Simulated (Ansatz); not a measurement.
GaBi:
```
CELL_PARAMETERS angstrom
      4.34518     0.00000     0.00000
      0.00000     4.34518     0.00000
      0.00000     0.00000     7.55156
ATOMIC_POSITIONS crystal
  Ga 0.00000 0.50000 0.00000
  Ga 0.50000 0.00000 0.50000
  Bi 0.00000 0.00000 0.25000
  Bi 0.00000 0.00000 0.75000
```

Relaxed with PBE. Special points in fractions of this cell's reciprocal vectors: Γ (0.000, 0.000, 0.000); X (0.000, 0.500, 0.000); M (0.500, 0.500, 0.000); Z (0.000, 0.000, 0.500); R (0.000, 0.500, 0.500); A (0.500, 0.500, 0.500).

### Question
List the band energies nearest the Fermi level at these points for DFT-PBE in the program Ansatz with PAW potentials.

### Answer
In eV from the Fermi level; about four levels below and three above (degenerate sets whole), none deeper than 8.9 eV; points with the same levels are listed once.

```tsv
k	below	above
Γ	-3.00 -1.68 -1.68 -0.42	0.60 0.60 0.75
X	-2.98 -1.55 -1.16 -0.71	0.58 0.98 2.67
M	-4.07 -2.56 -2.56 -0.53	0.24 0.24 0.88
Z	-1.29 -1.29 -0.47 -0.47	0.32 0.32 2.70 2.70
R	-4.61 -3.68 -2.67 -0.97	0.48 0.67 0.94
A	-1.95 -1.95 0.00 0.00	1.56 1.56 3.49 3.49
```

Space group P4_2/mmc. The cell is a constructed one: a structure type filled with these elements; neither database checked (COD, Materials Project) lists it. Whether it is the stable phase at ambient conditions was not checked. The cell was relaxed with PBE under the symmetry of its start; its stability against distortions is not shown here. Spin–orbit coupling is left out wherever it is not named.

Potentials: the later of the program's two PAW sets.
